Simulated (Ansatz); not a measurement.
Level: PBE, no spin polarisation; 420 eV; 6×6×10 Γ-centred mesh; fermi-dirac occupations (width 0.0428 eV); Ansatz 0.2.0, fixed geometry.

Computed maps in the lattice plane spanned by a (left to right, 6.22 Å, 19 points from zero) and b (bottom to top, 6.22 Å, 19 points from zero), 120° apart, at height 0.000 along c. The fields are smooth PAW ones with compensation charges, not the true ones near nuclei.

Valence density. Digits on a logarithmic scale: 0 up to 0.03 e/Å³, each further digit a factor of 1.6, 9 from 1.3 e/Å³ up:
```
5589999755544455655
5689997666555568875
5567777776656799986
5556678998667999985
4455689998779999965
4456899998779999754
4456999997679997654
4567999976567776554
5567888665556776655
5567766555567888665
6777655445679999765
9997654445699999767
9997544456899998779
9996544556899987799
9985555667899866799
9865567777776656799
7556899976665555688
5558999975554445565
5579999965544445555
```

ELF. Ten even steps from '0' (0.14) to '9' (0.99):
```
1005983001100100000
1002320233211000000
1000013444320025300
1000245444420499500
1112442024402899200
0013420025303884001
0024400044201320010
0134422443000002210
0134544431002344321
0023443210134544431
0000221001344224430
1320010002440004420
8830010013420025303
9920011124420244128
9500100024544442039
3001000003444320025
0010023202332110000
0100598300110010000
1003998100000011111
```

Task: The cell is CoReAs. Which atoms lie within 0.2 Å of this plane, and where (fractions of a and b)?

Result: Co at (0.26, 0.00), Co at (0.74, 0.74), Co at (0.00, 0.26), As at (0.33, 0.67), As at (0.67, 0.33). The whole cell:
```xyz
9
Lattice="6.2200 0.0000 0.0000 -3.1100 5.3867 0.0000 0.0000 0.0000 3.5197" Properties=species:S:1:pos:R:3 pbc="T T T"
Co    1.5905    0.0000    0.0000
Co    2.3148    4.0093    0.0000
Co   -0.7952    1.3774    0.0000
As   -0.0003    3.5913    0.0000
As    3.1103    1.7954    0.0000
As    0.0000    0.0000    1.7598
Re    3.6698    0.0000    1.7598
Re    1.2751    2.2086    1.7598
Re   -1.8349    3.1782    1.7598
```

Origin: a known structure type with other elements, at an estimated volume, so it need not be a known compound. Caveats: no spin polarisation, so a magnetic state may lie lower.
